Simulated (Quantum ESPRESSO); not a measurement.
```
CELL_PARAMETERS angstrom
      3.55460     0.00000     0.00000
      0.00000     3.89820     0.00000
      0.00000     0.00000     6.24270
ATOMIC_POSITIONS crystal
  Hf 0.50000 0.50000 0.40279
  Hf 0.00000 0.00000 0.02559
  S  0.00000 0.50000 0.67882
  O  0.00000 0.50000 0.18155
  O  0.50000 0.00000 0.89895
  O  0.50000 0.00000 0.31230
```
The cell was made here from a computed Materials Project entry: one of 4 O replaced by S, cell and atoms relaxed (PBE without dispersion, pw.x of a modified build of Quantum ESPRESSO, symmetry kept). The parent is HfO2 in P4₂/nmc. The swapped cell is a model, not a known phase. Stability against distortions was not tested. The run has no spin polarisation.

A lattice sum over point charges, one formal value an element (Hf +4, O -2, S -2), with no Sternheimer factor, costs far less than a self-consistent run. Taken along the main axis of each site's self-consistent tensor, it gives:

| site | V along that axis, point charges (a.u.) |
|---|---|
| Hf1 (atom 1) | -0.035 |
| Hf2 (atom 2) | -0.051 |
| S (atom 3) | 0.058 |
| O1 (atom 4) | -0.014 |
| O2 (atom 5) | -0.059 |

Problem. How do the values of a PBE PAW density (pw.x of Quantum ESPRESSO, JTH datasets) with the all-electron reconstruction of Petrilli and co-workers compare?

Solution. 
```tsv
site	Vzz, PAW (a.u.)	PAW over point charges
Hf1	-2.211	64
Hf2	-4.967	97
S	0.205	3.6
O1	-0.080	5.6
O2	-0.357	6.1
```
  Cores are frozen. Against all-electron runs on small test molecules, this scheme's |Vzz| missed by −3 % on S, −2 to +6 % on O. Hf had no test against all-electron runs. Spin–orbit coupling is left out, a limit on Hf.
